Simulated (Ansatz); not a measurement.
**A run on W$_{3}$N$_{4}$ that went wrong**

The input below was meant for crystalline W$_{3}$N$_{4}$, with PBE, plane waves and PAW in Ansatz.

```yaml
crystal:
  lattice:
    - [4.122, 0.0, 0.0]
    - [0.0, 4.122, 0.0]
    - [0.0, 0.0, 4.122]
  atoms:
    - { symbol: W, position: [0.5, 0.5, 0.0] }
    - { symbol: W, position: [0.0, 0.5, 0.5] }
    - { symbol: W, position: [0.5, 0.5, 0.5] }
    - { symbol: "N", position: [0.5, 0.0, 0.5] }
    - { symbol: "N", position: [0.5, 0.0, 0.0] }
    - { symbol: "N", position: [0.0, 0.5, 0.0] }
    - { symbol: "N", position: [0.0, 0.0, 0.5] }
basis:
  ecutwfc: 420
kpoints:
  mp_grid: { grid: [10, 10, 10] }
hamiltonian:
  xc: pbe
scf:
  occupations: { method: gaussian, width: 0.1 }
  max_iter: 95
output:
  forces: true
  stress: true
  eigenvalues: true
```

Command:

```bash
ansatz run input.yaml --threads 2 --pin off --max-ram 5120MiB --backend cpu --events-out ev --progress --plain --runs-dir out
```

The program printed (HF is the Harris–Foulkes energy, dr2 the density residual in eV):

```text
Pseudopotential: W, paw, valence charge 14, recommended cutoff 420 eV (normal)
Pseudopotential: N, paw, valence charge 5, recommended cutoff 420 eV (normal)
Crystal: 7 atoms, lattice volume = 70.036 Å³
Basis set: ecut = 420 eV, 1357 PW (Γ), exchange–correlation on 60×60×60 points (8 copies of the dense FFT grid, shifted against one another)
Bands: 38, of which v1, the nominal top of the filled ones, is band 31 counted from 1 (30 counted from 0)
Symmetry: 16 space group operations
Space group: P4/mmm (ITA 123), of the structure as read, at distance tolerance 4.1e-5 Å
k-points: 126 of 1000
Initial density: superposition of atomic densities, corrected by the library's trained network
SCF iter   1: HF=-32669.888348 eV  Δρ=1.78e-2  dr2=2.28e-1
SCF iter   2: HF=-32669.863398 eV  Δρ=6.83e-3  dr2=3.52e-2
SCF iter   3: HF=-32669.857047 eV  Δρ=1.46e-3  dr2=1.97e-3
SCF iter   4: HF=-32669.856917 eV  Δρ=6.74e-4  dr2=3.06e-4
SCF iter   5: HF=-32669.856881 eV  Δρ=1.21e-4  dr2=1.12e-5
SCF iter   6: HF=-32669.857333 eV  Δρ=2.62e-5  dr2=4.29e-7
SCF iter   7: F=-32669.857333 eV  HF=-32669.857333 eV  Δρ=6.26e-6  dr2=2.35e-8
SCF 1 converged in 7 iterations: F = -32669.857333 eV  dr2 = 2.35e-8
SCF converged after 7 iterations
Free energy (F): -32669.857333 eV
E sigma→0 (E₀):  -32669.848490 eV
Entropy (-TS):   -0.017686 eV (-2.527 meV/atom)
Fermi energy:    18.500304 eV
--- Forces (eV/Å), atoms counted from 1 ---
  atom   1  W     -0.00000000     0.00000000     0.00000000
  atom   2  W      0.00000000     0.00000000    -0.00000000
  atom   3  W      0.00000000     0.00000000    -0.00000000
  atom   4  N      0.00000000     0.00000000    -0.00000000
  atom   5  N     -0.00000000     0.00000000    -0.00000000
  atom   6  N     -0.00000000     0.00000000    -0.00000000
  atom   7  N      0.00000000     0.00000000     0.00000000
--- Stress (GPa, compression-positive) ---
      162.017739       0.000000       0.000000
        0.000000       3.345276       0.000000
        0.000000       0.000000     162.017739
  P = ⅓ Tr σ = 109.1269 GPa (1091.269 kbar)
```

**Question.** The run converged, but its numbers aren't those of the intended crystal and state. Why?

**Answer.** The fault is two atoms' positions swapped. Two unlike atoms sit on each other's sites. The cure is the atoms on their own sites.

Fix (which also takes the iteration limit of the reference run):

```diff
 crystal:
   atoms:
-    - { symbol: W, position: [0.5, 0.5, 0.5] }
-    - { symbol: "N", position: [0.5, 0.0, 0.5] }
+    - { symbol: W, position: [0.5, 0.0, 0.5] }
+    - { symbol: "N", position: [0.5, 0.5, 0.5] }
 scf:
-  max_iter: 95
```

Result of the mended run: a pressure of 27.02 GPa, no gap. The faulty run's energy lay 2.94 eV per atom higher.

The mended run took 10 s on 2 threads of Arm Neoverse N1, on a shared host, peak memory 0.4 GiB.